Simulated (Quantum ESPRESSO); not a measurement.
# MoAgAl6: input and log of a self-consistent run

Computed values, not a measurement. The program is pw.x of Quantum ESPRESSO 7.5 (plane-wave density functional theory). The cell is made up: eight metal atoms on a hexagonal close-packed lattice, with elements, volume, strain and displacements drawn at random and not relaxed, so it may be unstable or far from any real phase. PseudoDojo standard norm-conserving files set the functional (PBE unless stated); there is no spin polarisation or spin-orbit coupling, the Fermi-Dirac width of 0.25 eV means electrons at about 2900 K, and the masses in the input are unused placeholders. A spin test at this wide smearing found no moment, but such smearing suppresses magnetism that the real alloy may have.

Input:

```
&control calculation='scf', pseudo_dir='./dojo.nc.sr.pbe.v0_5.standard.upf', outdir='./o', disk_io='medium', tprnfor=.true., tstress=.true. /
&system ibrav=0, nat=8, ntyp=3, nbnd=36, ecutwfc=92.02030273, nosym=.true., tot_charge=0,
 occupations='smearing', smearing='fd', degauss=0.0183746611
/
&electrons conv_thr=1.470e-08, electron_maxstep=70, mixing_beta=0.5 /
ATOMIC_SPECIES
Ag 1.0 Ag.upf
Al 1.0 Al.upf
Mo 1.0 Mo.upf
CELL_PARAMETERS angstrom
2.786 0.0 0.0
0.0 4.8255 0.0
0.0 0.0 9.1899
ATOMIC_POSITIONS angstrom
Mo 0.0189 -0.0504 0.0226
Ag 0.0292 0.0348 4.5054
Al 0.0078 1.5835 2.3019
Al 0.0546 1.6912 6.924
Al 1.4436 2.3832 0.0132
Al 1.4157 2.3818 4.6041
Al 1.3944 4.0567 2.3172
Al 1.3705 3.9861 6.9271
K_POINTS automatic
10 6 3 1 1 1
```

The log is shortened where brackets say so; the opening notice, blank lines, dates and the lines on written files are dropped, and the path of the files is cut. It prints rydbergs, bohrs and kilobars, and counts compression as positive stress. Its total energy is the free energy E - TS of the whole cell.

```
     Program PWSCF v.7.5
     Parallel version (MPI & OpenMP), running on       1 processor cores
     Number of MPI processes:                 1
     Threads/MPI process:                     1
     [start-up lines left out]
     bravais-lattice index     =            0
     lattice parameter (alat)  =       5.2648  a.u.
     unit-cell volume          =     833.7403 (a.u.)^3
     number of atoms/cell      =            8
     number of atomic types    =            3
     number of electrons       =        51.00
     number of Kohn-Sham states=           36
     kinetic-energy cutoff     =      92.0203  Ry
     charge density cutoff     =     368.0812  Ry
     scf convergence threshold =      1.5E-08
     mixing beta               =       0.5000
     number of iterations used =            8  plain     mixing
     Exchange-correlation= PBE
                           (   1   4   3   4   0   0   0)
     [axes and pseudopotential details left out]
   Cartesian axes
     site n.     atom                  positions (alat units)
         1        Mo     tau(   1) = (   0.0067839  -0.0180905   0.0081120  )
         2        Ag     tau(   2) = (   0.0104810   0.0124910   1.6171572  )
         3        Al     tau(   3) = (   0.0027997   0.5683776   0.8262383  )
         4        Al     tau(   4) = (   0.0195980   0.6070352   2.4852836  )
         5        Al     tau(   5) = (   0.5181622   0.8554200   0.0047380  )
         6        Al     tau(   6) = (   0.5081479   0.8549174   1.6525844  )
         7        Al     tau(   7) = (   0.5005025   1.4561019   0.8317301  )
         8        Al     tau(   8) = (   0.4919239   1.4307609   2.4863963  )
     number of k points=    90  Fermi-Dirac smearing, width (Ry)=  0.0184
                       cart. coord. in units 2pi/alat
        k(    1) = (   0.0500000   0.0481125   0.0505265), wk =   0.0222222
        k(    2) = (   0.0500000   0.0481125  -0.1515795), wk =   0.0222222
     [further k points left out]
     Dense  grid:    99309 G-vectors     FFT dimensions: (  36,  60, 108)
     Estimated max dynamical RAM per process >     129.75 MB
     Initial potential from superposition of free atoms
     starting charge      50.9834, renormalised to      51.0000
     Starting wfcs are   44 randomized atomic wfcs
     total cpu time spent up to now is       20.6 secs
     per-process dynamical memory:   104.7 Mb
     Self-consistent Calculation
     iteration #  1     ecut=    92.02 Ry     beta= 0.50
     Davidson diagonalization with overlap
     ethr =  1.00E-02,  avg # of iterations =  4.2
     total cpu time spent up to now is       86.2 secs
     total energy              =    -477.74525806 Ry
     estimated scf accuracy    <       1.29192046 Ry
     iteration #  2     ecut=    92.02 Ry     beta= 0.50
     Davidson diagonalization with overlap
     ethr =  2.53E-03,  avg # of iterations =  3.3
     total cpu time spent up to now is      143.1 secs
     total energy              =    -477.03189138 Ry
     estimated scf accuracy    <      13.98874627 Ry
     iteration #  3     ecut=    92.02 Ry     beta= 0.50
     Davidson diagonalization with overlap
     ethr =  2.53E-03,  avg # of iterations =  3.7
     total cpu time spent up to now is      204.2 secs
     total energy              =    -478.10328216 Ry
     estimated scf accuracy    <       4.30815040 Ry
     iteration #  4     ecut=    92.02 Ry     beta= 0.50
     Davidson diagonalization with overlap
     ethr =  2.53E-03,  avg # of iterations =  1.9
     total cpu time spent up to now is      248.5 secs
     total energy              =    -478.42935514 Ry
     estimated scf accuracy    <       0.07657151 Ry
     iteration #  5     ecut=    92.02 Ry     beta= 0.50
     Davidson diagonalization with overlap
     ethr =  1.50E-04,  avg # of iterations =  3.3
     total cpu time spent up to now is      319.5 secs
     total energy              =    -478.43552279 Ry
     estimated scf accuracy    <       0.01150600 Ry
     [iterations 6 to 8 left out]
     iteration #  9     ecut=    92.02 Ry     beta= 0.50
     Davidson diagonalization with overlap
     ethr =  1.19E-07,  avg # of iterations =  5.1
     total cpu time spent up to now is      576.9 secs
     total energy              =    -478.43838527 Ry
     estimated scf accuracy    <       0.00000989 Ry
     iteration # 10     ecut=    92.02 Ry     beta= 0.50
     Davidson diagonalization with overlap
     ethr =  1.94E-08,  avg # of iterations =  2.1
     total cpu time spent up to now is      624.1 secs
     total energy              =    -478.43838693 Ry
     estimated scf accuracy    <       0.00000036 Ry
     iteration # 11     ecut=    92.02 Ry     beta= 0.50
     Davidson diagonalization with overlap
     ethr =  7.04E-10,  avg # of iterations =  3.8
     total cpu time spent up to now is      687.6 secs
     total energy              =    -478.43838702 Ry
     estimated scf accuracy    <       0.00000016 Ry
     iteration # 12     ecut=    92.02 Ry     beta= 0.50
     Davidson diagonalization with overlap
     ethr =  3.14E-10,  avg # of iterations =  2.0
     total cpu time spent up to now is      742.3 secs
     total energy              =    -478.43838704 Ry
     estimated scf accuracy    <       0.00000002 Ry
     iteration # 13     ecut=    92.02 Ry     beta= 0.50
     Davidson diagonalization with overlap
     ethr =  4.76E-11,  avg # of iterations =  2.0
     total cpu time spent up to now is      793.8 secs
     End of self-consistent calculation
     [lines on levels left out]
!    total energy              =    -478.43838704 Ry
     estimated scf accuracy    <          2.1E-09 Ry
     smearing contrib. (-TS)   =      -0.05678193 Ry
     internal energy E=F+TS    =    -478.38160511 Ry
     The total energy is F=E-TS. E is the sum of the following terms:
     one-electron contribution =    -303.23857994 Ry
     hartree contribution      =     172.92031361 Ry
     xc contribution           =     -80.22201929 Ry
     ewald contribution        =    -267.84131950 Ry
     convergence has been achieved in  13 iterations
     Forces acting on atoms (cartesian axes, Ry/au):
     atom    1 type  3   force =    -0.00008488    0.02492924   -0.00448378
     atom    2 type  1   force =    -0.00112298   -0.00856632    0.02588974
     atom    3 type  2   force =     0.00123775    0.01801355   -0.01609334
     atom    4 type  2   force =    -0.00589254   -0.02917466    0.00567501
     atom    5 type  2   force =    -0.00333500   -0.00873135    0.00775143
     atom    6 type  2   force =     0.00041020    0.00935943   -0.00065208
     atom    7 type  2   force =     0.00189078   -0.02629783   -0.02684469
     atom    8 type  2   force =     0.00689667    0.02046794    0.00875771
     Total force =     0.071304     Total SCF correction =     0.000171
     Computing stress (Cartesian axis) and pressure
          total   stress  (Ry/bohr**3)                   (kbar)     P=       52.73
   0.00052931   0.00001465  -0.00000530           77.86        2.16       -0.78
   0.00001465   0.00030443  -0.00000379            2.16       44.78       -0.56
  -0.00000530  -0.00000379   0.00024167           -0.78       -0.56       35.55
     init_run     :     19.15s CPU     20.49s WALL (       1 calls)
     electrons    :    723.78s CPU    773.27s WALL (       1 calls)
     forces       :      9.09s CPU      9.17s WALL (       1 calls)
     stress       :     31.59s CPU     31.70s WALL (       1 calls)
     [timing details left out]
     PWSCF        :  13m 3.92s CPU  13m55.53s WALL
     JOB DONE.
```

In other units: free energy -6509.486 eV for the cell, pressure 5.27 GPa, largest force component 0.750 eV/Å in size. The run took 836 s of wall time with one process on a shared machine (AMD EPYC, Zen 5, virtual cores), so the time is rough. A rerun of this cell at a higher cutoff and on a denser mesh moved values by no more than 0.007 eV in energy, 0.14 GPa in stress and 0.008 eV/Å in force, and a second program with other atomic files agreed on that cell to 2 % rms in force and 0.5 GPa in pressure.